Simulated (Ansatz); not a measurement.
WC (WC type, space group P-6m2)

```cif
data_CW
_chemical_formula_sum 'W1 C1'
_space_group_name_H-M_alt 'P-6m2'
_space_group_IT_number 187
_space_group_name_Hall 'P -6 2'
_cell_length_a 2.89847
_cell_length_b 2.89847
_cell_length_c 2.82774
_cell_angle_alpha 90.000
_cell_angle_beta 90.000
_cell_angle_gamma 120.000
loop_
_atom_site_label
_atom_site_type_symbol
_atom_site_symmetry_multiplicity
_atom_site_Wyckoff_symbol
_atom_site_fract_x
_atom_site_fract_y
_atom_site_fract_z
_atom_site_occupancy
W1 W 1 a 0.00000 0.00000 0.00000 1
C1 C 1 f 0.66667 0.33333 0.50000 1
```

Equation-of-state scan: isotropic scaling of the cell above, V₀ being its volume. Symmetry pins the atoms to their sites.

Computed with PBEsol (plane waves to 420 eV, PAW, scalar-relativistic; Ansatz, a quantum-chemistry and plane-wave program). k mesh 19×19×17 (Γ-centred), Fermi-Dirac smearing 0.05 eV. The energy includes the smearing's −TS. Compression counts positive. With the shape held, the modulus is that of even scaling; a crystal free to change shape is softer. Spin-orbit coupling is left out, though W is heavy. WC is run without spin polarisation. WC was relaxed with its symmetry unable to fall. The zero of ΔE is the relaxed starting cell.

```tsv
V (Å³/atom)	ΔE (eV/atom)	P (GPa)
8.641	0.454	102.5
8.970	0.273	74.6
9.299	0.145	51.1
9.628	0.061	31.2
9.958	0.014	14.3
10.287	0.000	0.0
10.616	0.013	-12.1
10.945	0.048	-22.3
11.274	0.103	-30.9
11.603	0.174	-38.2
11.933	0.259	-44.3
```

What the scan shows:

| Property | Result |
|---|---|
| Pressure at the smallest volume | 102 GPa |
| Energy cost of the largest compression | 454 meV/atom |
| Energy cost of the largest expansion | 259 meV/atom |
| Bulk modulus at fixed cell shape B₀ (third-order Birch-Murnaghan fit) | 409 GPa |
| Pressure derivative B₀′ (fit) | 4.2 |
| Equilibrium volume of the fit | 10.29 Å³/atom |
| Pressure for 5 % compression (fit) | 23.3 GPa |

The 11 points together took very roughly 2.9 core-minutes.

(Under strain, the slope of the energy per volume gives the stress and its curvature an elastic modulus.)
